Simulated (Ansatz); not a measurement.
SiC:
```yaml
crystal:
  lattice:
    - [3.09198, 0.00000, 0.00000]
    - [-1.54599, 2.67774, 0.00000]
    - [0.00000, 0.00000, 5.07435]
  atoms:
    - { symbol: Si, position: [0.66667, 0.33333, 0.00052] }
    - { symbol: Si, position: [0.33333, 0.66667, 0.50052] }
    - { symbol: C, position: [0.66667, 0.33333, 0.62468] }
    - { symbol: C, position: [0.33333, 0.66667, 0.12468] }
```

This is the PBE-relaxed structure. Cartesian axes are those of the cell as given.

Q: All from the program Ansatz at the PBE level (PAW), unless another level is named. Estimate the formation energy from the elements (no fitted shifts).

A: -0.20 eV/atom.

Q: Predict the hole effective mass, band 2 of 2 at the edge.

A: 0.32 along x, 1.5 along z (mₑ).

Q: What about the valence-band maximum?

A: at Γ.

Q: Give the weight of the valence-edge state by species (Voronoi cells).

A: C 81 %, Si 19 %.

Space group P6_3mc (wurtzite). The PBE relaxation kept the symmetry of its start. The references are the lowest solids computed at this level, not always the standard phases.

Potentials: the later of the program's two PAW sets.

Edges and masses are those of Kohn–Sham bands, whose gap is no quasiparticle gap.
